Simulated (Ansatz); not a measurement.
Method: Ansatz 0.2.0, DFT PBE, scalar-relativistic, plane waves, PAW. Settings: cutoff 420 eV, Γ-centred meshes spaced at most about 0.3 Å⁻¹, and about 0.25 Å⁻¹ or finer for metals (2π included), Gaussian smearing. No spin polarisation in the final relaxations.

Temperature and zero-point effects are left out.

Compare these two cells of SnTe5, each relaxed at this level.

A.

Space group F-43m (No. 216). a = 9.024 Å, b = 9.024 Å, c = 9.024 Å, α = 90.00°, β = 90.00°, γ = 90.00°
```csv
atom,site,symmetry,x,y,z
Sn,4a,-43m,0.0000,0.0000,0.0000
Te,4d,-43m,0.2500,0.2500,0.7500
Te,16e,.3m,0.1242,0.3758,0.1242
```

B.

Space group R32:H (No. 155). a = 7.245 Å, b = 7.245 Å, c = 12.844 Å, α = 90.00°, β = 90.00°, γ = 120.00°
```json
{"atom": "Sn", "site": "3b", "symmetry": "32", "x": "0.3333", "y": "0.6667", "z": "0.1667"}
{"atom": "Te", "site": "9d", "symmetry": ".2", "x": "0.3470", "y": "0.3470", "z": "0.0000"}
{"atom": "Te", "site": "6c", "symmetry": "3.", "x": "0.3333", "y": "0.6667", "z": "0.4928"}
```

Question: Which would you expect to be lower, and how large is the difference?

Answer: B is lower, by 0.34 eV/atom. A has space group F-43m (No. 216), 30.6 Å³/atom and no gap on its mesh; B has space group R32 (No. 155), 32.4 Å³/atom and no gap. Counting Te atoms around Sn (those within 1.25 times the shortest such distance or 1.15 times the sum of covalent radii; the shortest distance is added where it is long for a bond), A has Sn 16 from 3.7 Å and B has Sn 6. The lower one is the more open, so pressure narrows the difference. Even the lower one lies +0.09 eV/atom against the reference forms of the elements (uncorrected), so neither is stable at this level. In A, Sn has 16 Te at 3.74–3.91 Å; Te on a site of symmetry -43m is surrounded by 12 Te at 3.74 Å and 4 Sn at 3.91 Å; around Te on a site of symmetry 3m lie 6 Te at 3.17–3.21 Å, 3 Te at 3.74 Å and 3 Sn at 3.74 Å. In B, Sn has 6 Te at 3.19 Å; around Te on a site of symmetry 2 lie 2 Te at 3.13 Å, 2 Sn at 3.19 Å and 2 Te at 3.36 Å; around Te on a site of symmetry 3 lie 3 Te at 3.13 Å and 3 Te at 3.36 Å. Both come from invented guesses.

Spin–orbit coupling, which can matter for Te, is left out. A magnetic state wasn't ruled out in cells without spin, among them F-43m. Cells relaxed within their symmetry can be saddle points.
